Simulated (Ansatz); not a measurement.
TaC:
```xyz
2
Lattice="0.0000 2.2377 2.2377 2.2377 0.0000 2.2377 2.2377 2.2377 0.0000" Properties=species:S:1:pos:R:3 pbc="T T T"
Ta     0.0000     0.0000     0.0000
C      2.2377     2.2377     2.2377
```

Relaxed with PBE. Special points in fractions of this cell's reciprocal vectors: Γ (0.000, 0.000, 0.000); X (0.500, 0.000, 0.500); U (0.625, 0.250, 0.625); K (0.375, 0.375, 0.750); L (0.500, 0.500, 0.500); W (0.500, 0.250, 0.750).

Q: List the band energies nearest the Fermi level at these points for PBE with spin–orbit coupling (plane waves, PAW; program Ansatz).

A: In eV from the Fermi level; about four levels below and three above (degenerate sets whole), none deeper than 8.9 eV; points with the same levels are listed once.

| k | below | above |
|---|---|---|
| Γ | -0.41 -0.41 -0.41 -0.41 | 0.74 0.74 0.74 0.74 |
| X | -1.93 -1.93 -1.52 -1.52 | 2.59 2.59 3.84 3.84 |
| U | -3.74 -3.74 -0.58 -0.58 | 3.10 3.10 3.97 3.97 |
| L | -5.45 -5.45 -5.32 -5.32 | 2.67 2.67 2.70 2.70 |
| W | -5.22 -5.22 -4.66 -4.66 | 1.59 1.59 1.62 1.62 |

Space group Fm-3m (rock salt). Symmetry was held in the PBE relaxation. No spin polarisation was allowed.

Potentials: the earlier of the program's two PAW sets.
